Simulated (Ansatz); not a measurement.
The cell comes from COD entry 9008568, which wasn't checked; take it as a given geometry.

Sn: DFT, LDA, all-electron LAPW, scalar-relativistic (Ansatz 0.2.0). What sets it apart from a plain run of this crystal: functional lda.

```yaml
crystal:
  lattice:
    - [0.0, 3.2456, 3.2456]
    - [3.2456, 0.0, 3.2456]
    - [3.2456, 3.2456, 0.0]
  atoms:
    - { symbol: Sn, position: [0.5, 0.5, 0.5] }
    - { symbol: Sn, position: [0.75, 0.75, 0.75] }
kpoints:
  mp_grid: { grid: [11, 11, 11] }
  band_path:
    path:
      - [0.0, 0.0, 0.0]
      - [0.5, 0.0, 0.5]
      - [0.625, 0.25, 0.625]
      - [0.375, 0.375, 0.75]
      - [0.0, 0.0, 0.0]
      - [0.5, 0.5, 0.5]
      - [0.5, 0.25, 0.75]
      - [0.5, 0.0, 0.5]
    npoints: 5
scf:
  occupations: { method: fermi_dirac, width: 0.05 }
hamiltonian:
  xc: lda
  pseudopotentials: { kind: all_electron, lapw: { basis_error: 0.001 } }
output:
  forces: true
  stress: true
  eigenvalues: true
```

Output:

```
LAPW: plane waves up to 8.177 Å⁻¹, error target 1.0e-3 eV per atom; small_component_spin mean_spin; Sn in spheres of 1.405 Å, 22 of its electrons in bands, Dirac shells []
Engine: ansatz 0.2.0
Pseudopotentials: kind: all_electron
Pseudopotential: Sn, LAPW, valence charge 22, Koelling and Harmon's equation, gaussian nucleus
Functional definition: SPW92
  exchange = slater_x
  correlation = pw_c
Crystal: 2 atoms, lattice volume = 68.378 Å³
Basis set: ecut = 254.724815910799 eV, 609 PW (Γ), exchange–correlation at level 2
Bands: 27, of which v1, the nominal top of the filled ones, is band 22 counted from 1 (21 counted from 0)
Symmetry: 48 space group operations
Space group: Fd-3m (ITA 227), of the structure as read, at distance tolerance 4.1e-5 Å
k-points: 56 of 1331
Non-local potential: Sn, projectors of the file, none
Initial density: superposition of atomic densities (chi_scale 0.1, normalization cell)
Initial wavefunctions: plane waves of lowest kinetic energy (no species holds an atomic orbital)
Functional: x = slater, c = lda
iter 1 solved again at ethr=6.74e-4 eV; its pass at ethr=1.00e-1 eV (dr2=2.97e-1 eV) is discarded
SCF iter   1: F=—  HF=-335889.917723 eV  |F-HF|=—  |Δ(HF+E_count)|=         —  Δρ=1.83e-2  dr2=2.99e-1  ethr=6.74e-4  ⟨swp⟩=2.8  Hψ=9754  notcnv=0
preconditioner: auto → Kerker (q_TF=auto, 2.535 Å⁻¹)  [metal: Δε(μ)=0.070 eV  Ē_g=20.717 eV  σ=0.050 eV  W_gap=0.30  n_scr=14 (ndim 8)  ℏωp=23.8 eV  f_vac=0.126  D(μ)=0.19/eV (n_scr^D=0)]
SCF iter   2: F=—  HF=-335889.865444 eV  |F-HF|=—  |Δ(HF+E_count)|=   5.23e-2  Δρ=1.27e-2  dr2=1.83e-1  ethr=6.74e-4  ⟨swp⟩=2.0  Hψ=4205  notcnv=0
SCF iter   3: F=—  HF=-335889.827399 eV  |F-HF|=—  |Δ(HF+E_count)|=   3.80e-2  Δρ=4.62e-3  dr2=3.77e-2  ethr=4.16e-4  ⟨swp⟩=2.0  Hψ=4480  notcnv=0
SCF iter   4: F=—  HF=-335889.811253 eV  |F-HF|=—  |Δ(HF+E_count)|=   1.61e-2  Δρ=2.37e-3  dr2=1.01e-2  ethr=8.56e-5  ⟨swp⟩=2.0  Hψ=4208  notcnv=0
SCF iter   5: F=—  HF=-335889.809406 eV  |F-HF|=—  |Δ(HF+E_count)|=         —  Δρ=9.30e-4  dr2=1.04e-3  ethr=2.29e-5  ⟨swp⟩=2.0  Hψ=4246  notcnv=0
the basis was enlarged: its passes take 104.3 KiB over the memory plan, 1 of 1 planned eigensolver slots
iter 6 solved again at ethr=1.68e-7 eV; its pass at ethr=2.37e-6 eV (dr2=7.39e-5 eV) is discarded
SCF iter   6: F=—  HF=-335889.809700 eV  |F-HF|=—  |Δ(HF+E_count)|=   2.94e-4  Δρ=2.67e-4  dr2=7.37e-5  ethr=1.68e-7  ⟨swp⟩=2.0  Hψ=7294  notcnv=0
SCF iter   7: F=—  HF=-335889.809726 eV  |F-HF|=—  |Δ(HF+E_count)|=   2.53e-5  Δρ=3.00e-5  dr2=5.59e-7  ethr=1.68e-7  ⟨swp⟩=3.0  Hψ=4295  notcnv=0
SCF iter   8: F=-335889.809726 eV  HF=-335889.809726 eV  |F-HF|=9.85e-8  |Δ(HF+E_count)|=   3.66e-7  Δρ=9.49e-6  dr2=3.81e-8  ethr=1.27e-9  ⟨swp⟩=3.0  Hψ=4431  notcnv=0
SCF 1 converged in 8 iterations: F = -335889.809726 eV  dr2 = 3.81e-8
NSCF: frozen V_eff on 36 k-points
SCF converged after 8 iterations
Free energy (F): -335889.809726 eV
Harris-Foulkes:  -335889.809726 eV  (|F-HF|=9.85e-8)
Internal energy: -335889.807678 eV  (E = F + TS)
E sigma→0 (E₀):  -335889.808702 eV
Entropy (-TS):   -0.002048 eV (-1.024 meV/atom)
Fermi energy:    9.799203 eV
--- Per-component energies (eV) ---
  E_band       = -1568.084533
  E_kinetic    = 353168.449810
  E_xc         = -8702.675676
  E_electrostatic = -680355.581812  (all electrons and nuclei)
  E_smearing   = -0.002048  (= −TS)
  E_closure    = 0.000000  (closes the sum)
  E_atoms      = -335880.893080  (free atoms, spherical and without spin; not in F)
  Σ components = -335889.809726   (vs F -335889.809726, Δ=0.00e0)
  Basis errors (estimates in eV, not in F): energy 4.3e-4 per atom: plane waves 3.9e-4 (2.3e-4 summed), levels above the bands 2.5e-56, relativity 5.1e-9, radial functions 3.9e-5, core shells 3.9e-8; eigenvalues (radial functions only) 3.6e-7; not estimated: angular momenta, meshes, grids; target (lapw.basis_error) 1.0e-3; muffin-tin radii Sn 1.405 Å
--- Forces (eV/Å), atoms counted from 1 ---
  atom   1  Sn    -0.00000000     0.00000000    -0.00000000
  atom   2  Sn    -0.00000000    -0.00000000    -0.00000000
  max |Σ_I F_I| component: 1.73e-18 eV/Å
--- Stress (GPa, compression-positive) ---
       -0.338839       0.000000      -0.000000
        0.000000      -0.338839      -0.000000
       -0.000000      -0.000000      -0.338839
  P = ⅓ Tr σ = -0.3388 GPa (-3.388 kbar)
--- Band table (eV; the first three rows and the last of 56) ---
  k-point 0: bands = ["-119.1836", "-119.1806", "-75.1076", "-75.1076", "-75.1076", "-75.0932", "-75.0932", "-75.0932", "-11.7554", "-11.7554", "-11.7554", "-11.6935", "-11.6935", "-11.3817", "-11.3817", "-11.3817", "-11.3719", "-11.3719", "-0.8282", "8.9762", "9.9214", "9.9214", "9.9214", "11.9853", "11.9853", "11.9853", "14.6823"]
  k-point 1: bands = ["-119.1836", "-119.1806", "-75.1077", "-75.1077", "-75.1075", "-75.0933", "-75.0931", "-75.0931", "-11.7618", "-11.7618", "-11.7533", "-11.6846", "-11.6846", "-11.3967", "-11.3967", "-11.3843", "-11.3584", "-11.3584", "-0.7483", "8.0598", "9.7565", "9.7565", "10.2962", "12.1962", "12.1962", "12.3179", "15.1272"]
  k-point 2: bands = ["-119.1835", "-119.1807", "-75.1079", "-75.1079", "-75.1071", "-75.0937", "-75.0929", "-75.0929", "-11.7735", "-11.7735", "-11.7477", "-11.6667", "-11.6667", "-11.4146", "-11.4146", "-11.3915", "-11.3443", "-11.3443", "-0.5126", "6.7127", "9.4204", "9.4204", "10.2558", "12.6183", "12.6183", "13.3074", "15.9335"]
  k-point 55: bands = ["-119.1822", "-119.1820", "-75.1095", "-75.1093", "-75.1013", "-75.0995", "-75.0915", "-75.0913", "-11.8278", "-11.8199", "-11.6347", "-11.5902", "-11.5537", "-11.5259", "-11.5152", "-11.4771", "-11.2919", "-11.2841", "2.0090", "2.6140", "6.5912", "7.0933", "12.4582", "13.5084", "14.0672", "14.1337", "18.0214"]
```
